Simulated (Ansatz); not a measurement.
The relaxed structure here is a generated cell of ZnInGaO4: the first start was made by a random draw of sites in a space group, and the end was not matched to a known phase here, so it may be hypothetical. Known forms of ZnInGaO4 include space group No. 160.

A structure of ZnInGaO4 relaxed with PBEsol (plane waves to 420 eV, PAW, scalar-relativistic; Ansatz, a quantum-chemistry and plane-wave program); single points at other levels follow on the same geometry (Ansatz, PAW; HSE06 at 420 eV on a 6×6×6 k-mesh; no spin-orbit coupling). Space group I-4 (No. 82).

```xyz
7
Lattice="-2.8971 2.8971 2.8426 2.8971 -2.8971 2.8426 2.8971 2.8971 -2.8426" Properties=species:S:1:pos:R:3 pbc="T T T"
Ga     0.0000     2.8971     1.4213
In     2.8971     0.0000     1.4213
O      1.7914     0.8428     3.0159
O      1.1057     2.0542     0.1733
O      3.7399     1.1057    -0.1733
O     -0.8428     1.7914     2.6693
Zn     0.0000     0.0000     2.8426
```

| level | gap (eV) | kind | conduction minimum |
|---|---|---|---|
| PBEsol | 0.85 | indirect | Γ |
| HSE06 | ___ | – | ___ |

Question: Fill in the missing entries.

Answer: 
- HSE06, gap (eV): 2.52
- HSE06, conduction minimum: Γ

HSE06 gaps come from a coarse mesh plus a few chosen points, so they may be too large. No spin polarisation in the result.

The run could not lose the symmetry of its start, so the end can be a saddle point.
